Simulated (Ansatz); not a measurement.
BaSrTi2O6:
```xyz
10
Lattice="3.9409 0.0000 0.0000 0.0000 3.9409 0.0000 0.0000 0.0000 8.0164" Properties=species:S:1:pos:R:3 pbc="T T T"
Ba     0.0000     0.0000     0.0917
O      1.9705     1.9705     7.9805
Ti     1.9705     1.9705     2.1979
O      1.9705     0.0000     2.0889
O      0.0000     1.9705     2.0889
Sr     0.0000     0.0000     4.1211
O      1.9705     1.9705     4.0203
Ti     1.9705     1.9705     6.1101
O      1.9705     0.0000     5.9607
O      0.0000     1.9705     5.9607
```

Relaxed with r²SCAN. Special points in fractions of this cell's reciprocal vectors: Γ (0.000, 0.000, 0.000); X (0.000, 0.500, 0.000); M (0.500, 0.500, 0.000); Z (0.000, 0.000, 0.500); R (0.000, 0.500, 0.500); A (0.500, 0.500, 0.500).

### Question
List the band energies nearest the valence-band maximum at these points for the program Ansatz at the r²SCAN level (PAW).

### Answer
In eV from the valence-band maximum; about four levels below and three above (degenerate sets whole), none deeper than 8.9 eV; points with the same levels are listed once.

```tsv
k	below	above
Γ	-0.73 -0.73 -0.57 -0.47 -0.47	2.26 2.39 2.56 2.56
X	-1.24 -1.12 -0.97 -0.24	2.67 4.01 4.05
M	-0.18 -0.18 -0.07 0.00	4.08 4.08 4.51
Z	-0.63 -0.63 -0.58 -0.58	2.30 2.34 3.26 3.26
R	-1.44 -1.31 -0.85 -0.62	3.32 3.46 4.01
A	-0.63 -0.63 -0.05 -0.02	4.32 4.32 4.36 4.36
```

Space group P4mm. The start of the workflow was typed in or built on a structure type; neither database checked (COD, Materials Project) lists it. Whether it is the stable phase at ambient conditions was not checked. The r²SCAN relaxation kept the symmetry of its start; whether a distortion lowers the energy is not shown. The workflow began spin-polarised and lost its moments. Spin–orbit coupling is left out wherever it is not named.

Potentials: the earlier of the program's two PAW sets.
